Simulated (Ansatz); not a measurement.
Bi2Te3:
```cif
data_Bi6Te9
_chemical_formula_sum 'Bi6 Te9'
_space_group_name_H-M_alt 'R-3m :H'
_space_group_IT_number 166
_space_group_name_Hall '-R 3 2"'
_cell_length_a 4.41809
_cell_length_b 4.41809
_cell_length_c 32.28747
_cell_angle_alpha 90.000
_cell_angle_beta 90.000
_cell_angle_gamma 120.000
loop_
_atom_site_label
_atom_site_type_symbol
_atom_site_symmetry_multiplicity
_atom_site_Wyckoff_symbol
_atom_site_fract_x
_atom_site_fract_y
_atom_site_fract_z
_atom_site_occupancy
Bi1 Bi 6 c 0.00000 0.00000 0.39688 1
Te1 Te 6 c 0.00000 0.00000 0.21690 1
Te2 Te 3 a 0.00000 0.00000 0.00000 1
```
(The calculation used a cell of 5 atoms; values per cell refer to that cell.)

Relaxed with r²SCAN.

Q: Which orbitals make up the states near the band edges in DFT-r²SCAN in the program Ansatz with PAW potentials?

A: Top 1 eV of the valence band: Te 5p 89 %, Bi 6s 6 %. Bottom 1 eV of the conduction band: Bi 6p 59 %, Te 5p 30 %, Te 5s 6 %. Projections are on Löwdin-orthogonalised atomic valence shells; empty p or d shells of many metals are not among them.

Q: Tabulate the density of states.

A: States/eV per cell of 5 atoms, in 0.25 eV bins, energy from the valence-band maximum.

```csv
E (eV),total,Te 5p,Bi 6p,Te 5s
-7.85,0.11,0.00,0.00,0.06
-7.60,0.00,0.00,0.00,0.00
-7.35,0.00,0.00,0.00,0.00
-7.10,0.00,0.00,0.00,0.00
-6.85,0.00,0.00,0.00,0.00
-6.60,0.00,0.00,0.00,0.00
-6.35,0.00,0.00,0.00,0.00
-6.10,0.00,0.00,0.00,0.00
-5.85,0.00,0.00,0.00,0.00
-5.60,0.00,0.00,0.00,0.00
-5.35,0.00,0.00,0.00,0.00
-5.10,0.00,0.00,0.00,0.00
-4.85,0.23,0.13,0.10,0.01
-4.60,1.96,1.05,0.84,0.05
-4.35,2.28,1.24,0.99,0.04
-4.10,1.83,1.02,0.77,0.03
-3.85,2.36,1.33,0.98,0.03
-3.60,3.83,2.23,1.48,0.07
-3.35,4.26,2.52,1.57,0.11
-3.10,5.30,3.12,1.94,0.16
-2.85,4.63,2.83,1.62,0.11
-2.60,4.57,2.82,1.55,0.12
-2.35,5.68,3.53,1.90,0.15
-2.10,4.07,2.52,1.34,0.12
-1.85,3.21,2.06,0.98,0.09
-1.60,2.82,2.06,0.63,0.06
-1.35,3.75,3.03,0.53,0.07
-1.10,4.75,4.23,0.27,0.05
-0.85,6.04,5.47,0.21,0.03
-0.60,6.90,6.16,0.19,0.03
-0.35,2.87,2.48,0.09,0.02
-0.10,0.66,0.55,0.04,0.01
0.15,0.00,0.00,0.00,0.00
0.40,0.00,0.00,0.00,0.00
0.65,0.00,0.00,0.00,0.00
0.90,0.02,0.00,0.01,0.00
1.15,0.47,0.10,0.31,0.04
1.40,2.18,0.58,1.36,0.14
1.65,5.07,1.58,2.97,0.26
1.90,5.49,1.97,3.02,0.20
2.15,5.37,2.08,2.82,0.16
2.40,3.78,1.50,1.97,0.10
2.65,3.32,1.35,1.72,0.08
2.90,2.19,0.85,1.18,0.05
3.15,2.65,1.01,1.42,0.05
3.40,3.69,1.43,1.92,0.06
3.65,3.54,1.42,1.80,0.05
3.90,3.02,1.25,1.49,0.04
4.15,3.46,1.12,1.27,0.04
4.40,3.09,0.87,0.96,0.03
4.65,2.56,0.64,0.68,0.02
4.90,2.31,0.39,0.40,0.01
5.15,2.04,0.28,0.29,0.01
5.40,0.97,0.03,0.03,0.00
5.65,2.46,0.04,0.03,0.00
```

Symmetry was held in the r²SCAN relaxation. A crystal of weakly bound layers computed without a dispersion correction: the cell and the soft elastic constants depend strongly on that. Scalar-relativistic: spin–orbit coupling is off unless named, which matters more the heavier the elements.

Potentials: the later of the program's two PAW sets.
